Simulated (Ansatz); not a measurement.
One crystal and one scan (frozen-phonon scan) at two levels, r2SCAN (plane waves to 500 eV, PAW, scalar-relativistic; Ansatz, an electronic-structure program) and PBE (plane waves to 420 eV, PAW, scalar-relativistic; Ansatz), each from its own relaxed cell and on its own mesh. The cell shown is that of r2SCAN.

Pt (fcc, Cu type)

```
CELL_PARAMETERS angstrom
      0.00000     3.94001     3.94001
      1.97000     1.97000     3.94001
      1.97000     1.97000     0.00000
ATOMIC_POSITIONS crystal
  Pt 0.00000 0.00000 0.00000
  Pt 0.50000 0.00000 0.00000
```

A phonon eigenvector at X = (0.5, 0.5, 0.0) is frozen into this cell: atom i moves by Q times the vector below, so Q is the largest atomic displacement, in Å. The cell is held. It is one choice among 2 degenerate patterns. (q is in reciprocal vectors of the primitive cell; the cell shown is doubled to hold the pattern.)

| atom | x | y | z |
|---|---|---|---|
| Pt1 | 0.000 | 1.000 | 0.000 |
| Pt2 | 0.000 | -1.000 | 0.000 |

Pt is run without spin polarisation. Pt was relaxed with its symmetry unable to fall. Spin-orbit coupling is left out, though Pt is heavy. The PAW data are Ansatz's earlier set. With partly filled bands, energies and forces of such displacements shift with the k mesh and the smearing. Percentages come from the unrounded values. Both scans cover Q from -0.180 to 0.180 Å.

Results of r2SCAN:

```
Item                                                                                                                                               Value
----------------------------------------------------------------------------------------  --------------------------------------------------------------
Lattice constant a (Å)                                                                                                                             3.940
Energy at Q = 0.180 Å (meV/cell)                                                                                                                     364
Harmonic wavenumber from the curvature (finite differences) (cm⁻¹ (negative: imaginary))                                                             126
Space group of the distorted cell                                                                                      Cmcm (No. 63), lowered from Fm-3m
Symmetry of the curve                                                                                                      even: the same for both signs
Shape of the curve                                                                        a single well with its minimum at or next to zero displacement
```

Q: What does PBE give for the same quantities?

A: 
| quantity | PBE | r2SCAN − PBE |
|---|---|---|
| Lattice constant a (Å) | 3.970 | -0.030 (-0.8 %) |
| Energy at Q = 0.180 Å (meV/cell) | 341 | +23 (+6.7 %) |
| Harmonic wavenumber from the curvature (finite differences) (cm⁻¹ (negative: imaginary)) | 121 | +5 (+3 %) |

r2SCAN gives the higher value for: energy at Q = 0.180 Å; harmonic wavenumber from the curvature. r2SCAN gives the lower value for: lattice constant a. Both give the same space group of the distorted cell: Cmcm (No. 63), lowered from Fm-3m.

(For displaced atoms, the force is minus the slope of the energy, and its curvature is a force constant, which sets phonon frequencies.)
